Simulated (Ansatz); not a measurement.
MgO:
```cif
data_Mg4O4
_chemical_formula_sum 'Mg4 O4'
_space_group_name_H-M_alt 'Fm-3m'
_space_group_IT_number 225
_space_group_name_Hall '-F 4 2 3'
_cell_length_a 4.20751
_cell_length_b 4.20751
_cell_length_c 4.20751
_cell_angle_alpha 90.000
_cell_angle_beta 90.000
_cell_angle_gamma 90.000
loop_
_atom_site_label
_atom_site_type_symbol
_atom_site_symmetry_multiplicity
_atom_site_Wyckoff_symbol
_atom_site_fract_x
_atom_site_fract_y
_atom_site_fract_z
_atom_site_occupancy
Mg1 Mg 4 a 0.00000 0.00000 0.00000 1
O1 O 4 b 0.50000 0.50000 0.50000 1
```
(The calculation used a cell of 2 atoms; values per cell refer to that cell.)

Relaxed with r²SCAN. 

Problem. HSE06 on this cell (Ansatz, a first-principles code, PAW) gives a gap of 6.52 eV. What does r²SCAN give?

Solution. 5.68 eV.

Cost on shared cores: the r²SCAN run (SCF on a 11×11×11 mesh, then bands and DOS) very roughly 5 core-seconds, the HSE06 run (SCF on 8×8×8, then a few points) very roughly 20 core-seconds; the tasks are unlike.

The cell was relaxed with r²SCAN under the symmetry of its start; phonons on a q-mesh show no instability.

Potentials: the earlier of the program's two PAW sets.

Ansatz is a plane-wave DFT program.
